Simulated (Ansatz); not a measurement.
ZnO:
```cif
data_O2Zn2
_chemical_formula_sum 'Zn2 O2'
_space_group_name_H-M_alt 'P 1'
_space_group_IT_number 1
_cell_length_a 3.23698
_cell_length_b 3.23698
_cell_length_c 6.04924
_cell_angle_alpha 90.000
_cell_angle_beta 90.000
_cell_angle_gamma 120.000
loop_
_space_group_symop_operation_xyz
  'x, y, z'
loop_
_atom_site_label
_atom_site_type_symbol
_atom_site_fract_x
_atom_site_fract_y
_atom_site_fract_z
_atom_site_occupancy
Zn1 Zn 0.00000 0.00000 0.75000 1
Zn2 Zn 0.00000 0.00000 0.25000 1
O1 O 0.33333 0.66667 0.25000 1
O2 O 0.66667 0.33333 0.75000 1
```

Relaxed with r²SCAN+D4. r²SCAN+D4 in the plane-wave PAW code Ansatz gives a gap of 1.07 eV.

**Question.** What gap does HSE06 give on the same cell (Ansatz, PAW)?

**Answer.** 2.37 eV, 1.30 eV more. The hybrid was solved on a coarser mesh and at special points; the gap given is the minimum over both.

```tsv
k	v1 r²SCAN+D4	c1 r²SCAN+D4	v1 HSE06	c1 HSE06
Γ	0.00	1.07	0.00	2.37
A	-0.01	2.73	[?]	[?]
K	-0.99	4.76	[?]	[?]
H	-0.93	6.04	[?]	[?]
M	-1.21	4.89	-1.13	6.19
L	-1.11	5.20	[?]	[?]
```

**Question.** Top valence (v1) and lowest conduction level (c1) in eV from each method's valence maximum (which need not be a listed point): supply the withheld HSE06 values.

**Answer.** 
- H, v1 HSE06: -0.86
- H, c1 HSE06: 7.46
- A, v1 HSE06: 0.00
- A, c1 HSE06: 4.09
- K, v1 HSE06: -0.94
- K, c1 HSE06: 6.06
- L, v1 HSE06: -1.04
- L, c1 HSE06: 6.57

Cost on shared cores: the r²SCAN+D4 run (SCF on a 10×10×5 mesh, then bands and DOS) very roughly 40 core-seconds, the HSE06 run (SCF on 7×7×4, then a few points) around 4 core-minutes (rough); the tasks are unlike.

Space group P6_3/mmc. The workflow started from a Materials Project entry (that database holds measured and hypothetical structures alike); the Crystallography Open Database copy checked does not list it. It is not the phase usual at ambient conditions (space group No. 186). The r²SCAN+D4 relaxation kept the symmetry of its start; phonons show weakly imaginary modes.

Potentials: the later of the program's two PAW sets.
